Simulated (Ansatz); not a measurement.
# In2Ag, first-principles data

In₂Ag:
```cif
data_Ag4In8
_chemical_formula_sum 'In8 Ag4'
_space_group_name_H-M_alt 'I4/mcm'
_space_group_IT_number 140
_space_group_name_Hall '-I 4 2c'
_cell_length_a 6.89473
_cell_length_b 6.89473
_cell_length_c 5.65801
_cell_angle_alpha 90.000
_cell_angle_beta 90.000
_cell_angle_gamma 90.000
loop_
_atom_site_label
_atom_site_type_symbol
_atom_site_symmetry_multiplicity
_atom_site_Wyckoff_symbol
_atom_site_fract_x
_atom_site_fract_y
_atom_site_fract_z
_atom_site_occupancy
In1 In 8 h 0.34520 0.15480 0.00000 1
Ag1 Ag 4 a 0.00000 0.00000 0.25000 1
```
(The calculation used a cell of 6 atoms; values per cell refer to that cell.)

Space group I4/mcm (No. 140); conventional cell a = b = 6.8947 Å, c = 5.6580 Å, α = β = γ = 90.00°.

Method: DFT-r²SCAN in the program Ansatz with PAW potentials. The cell and atoms are relaxed at this level. Other levels are named where they apply.

### Cell and energy

```json
{
  "volume_per_atom": "22.41 Å³",
  "density": "8.33 g/cm³",
  "Formation energy from the elements (no fitted shifts)": "-0.046 eV/atom"
}
```

### Electronic structure

```json
{
 "electronic_character": "metallic (no gap)",
 "Density of states at the Fermi level": "0.42 states/eV per atom (mean over ±0.08 eV)"
}
```

The first step of the workflow began from a Materials Project structure, measured or hypothetical; the Crystallography Open Database files this formula in space group No. 140, but the cells were not matched. Whether it is the stable phase at ambient conditions was not checked. The r²SCAN relaxation kept the symmetry of its start; whether a distortion lowers the energy is not shown. No spin polarisation was allowed. Axis ratios of metals converge slowly with the k-mesh, so a and c are less sure than the volume. The references are the lowest solids computed at this level, not always the standard phases. Spin–orbit coupling is left out wherever it is not named.

Potentials: the later of the program's two PAW sets.
